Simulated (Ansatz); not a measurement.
The elements of this relaxed trial crystal are hidden behind letters.

```
lattice vectors (Å)
   3.7523    0.0000    0.0000
   0.0000    3.7523    0.0000
   0.0000    0.0000   10.6324
fractional positions
X 0.0000 0.0000 0.7456
X 0.0000 0.0000 0.2544
X 0.5000 0.5000 0.5000
Z 0.5000 0.5000 0.0000
Q 0.0000 0.0000 0.0000
Q 0.5000 0.5000 0.2568
Q 0.0000 0.0000 0.5000
Q 0.5000 0.5000 0.7432
```

Level of theory: Ansatz, DFT PBE, scalar-relativistic, plane waves, PAW. Settings of the last relaxation (8-atom cell): 420 eV, 8×8×4 k points, Gaussian smearing of 0.02 eV, no spin polarisation.

- Space group: P4/mmm (No. 123)
- Conventional cell: a = 3.752 Å, c = 10.632 Å
- Volume per atom: 18.71 Å³
- Density: 3.48 g/cm³
- Formation energy: −1.196 eV/atom
- Gap on the 8×8×4 mesh of the 8-atom cell: 1.05 eV

Energies are uncorrected and count from the elements' standard states at the same level.

**Question.** X is an s-block element of period 3, Z is a d-block element of period 5 and Q is a p-block element of period 3. Which elements are they?

**Answer.** X = Mg, Z = Cd, Q = S, so the formula is Mg3CdS4. Density times volume gives a mean mass of 3.48 × 18.71/1.6605 = 39.2 u per atom, and this set has 39.2 u. Around Mg on a site of symmetry 4mm lie 6 S at 2.61–2.70 Å; around Cd lie 6 S at 2.65–2.73 Å; S on a site of symmetry 4/mmm is surrounded by 4 Cd at 2.65 Å and 2 Mg at 2.70 Å; 3 more sites not described. Other sets within the hints have nearly the same mass, so mass alone doesn't settle it; this one was computed.

Kohn–Sham gaps at this level usually fall short of measured ones. A later test with randomly moved atoms came back to the same energy, though modes that don't fit the test's cell weren't probed.
